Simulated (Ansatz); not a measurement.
Pd (bcc (W type), space group No. 229) at seven volumes, plane-wave PAW PBEsol (Ansatz code), scaled uniformly. One row is withheld.

| V (Å³/atom) | P (GPa) |
|---|---|
| 13.351 | 24.17 |
| 13.792 | 14.54 |
| 14.232 | 6.58 |
| 14.672 | 0.00 |
| 15.112 | -5.43 |
| 15.552 | -9.90 |
| 15.992 | ? |

Question: Fit the shown pressures and predict the withheld one.

Answer: P = (3/2)B₀(x^(7/2) − x^(5/2))[1 + (3/4)(B′ − 4)(x − 1)] with x = (V₀/V)^(2/3). Least squares on the six rows gives V₀ = 14.673 Å³/atom, B₀ = 199 GPa, B′ = 5.36. At V = 15.992, x = 0.9442 and P = -13.60 GPa. The run itself gave -13.56 GPa.

Space group Im-3m (bcc (W type)). The workflow started from a Materials Project entry (that database holds measured and hypothetical structures alike); the Crystallography Open Database copy checked does not list it. It is not the phase usual at ambient conditions (space group No. 225). The PBEsol relaxation kept the symmetry of its start. At this level the phase is mechanically unstable. The run is not spin-polarised.

Potentials: the later of the program's two PAW sets.
